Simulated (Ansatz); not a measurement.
Mg (bcc (W type), space group No. 229) under volume change, r²SCAN in the plane-wave PAW code Ansatz, scaled uniformly.

```
V (Å³/atom)  E − E(relaxed) (meV/atom)     P (GPa)
-----------  -------------------------  ----------
20.515                      (withheld)  (withheld)
21.192                            10.9        2.70
21.868                             2.6        1.25
22.544                             0.0        0.00
23.221                             2.3       -1.08
23.897                      (withheld)  (withheld)
24.573                            19.2       -2.82
```

### Question
Some entries are withheld; supply them.

### Answer

- 23.897, E − E(relaxed) (meV/atom): 8.9
- 23.897, P (GPa): -2.01
- 20.515, E − E(relaxed) (meV/atom): 25.7
- 20.515, P (GPa): 4.39

### Question
What does a third-order Birch–Murnaghan fit give for V₀, B₀ and B′?

### Answer
V₀ = 22.54 Å³/atom, B₀ = 38.7 GPa, B′ = 3.9.

Space group Im-3m (bcc (W type)). The workflow started from a Materials Project entry (that database holds measured and hypothetical structures alike); the Crystallography Open Database copy checked does not list it. It is not the phase usual at ambient conditions (space group No. 194). The r²SCAN relaxation kept the symmetry of its start; whether a distortion lowers the energy is not shown.

Potentials: the earlier of the program's two PAW sets.
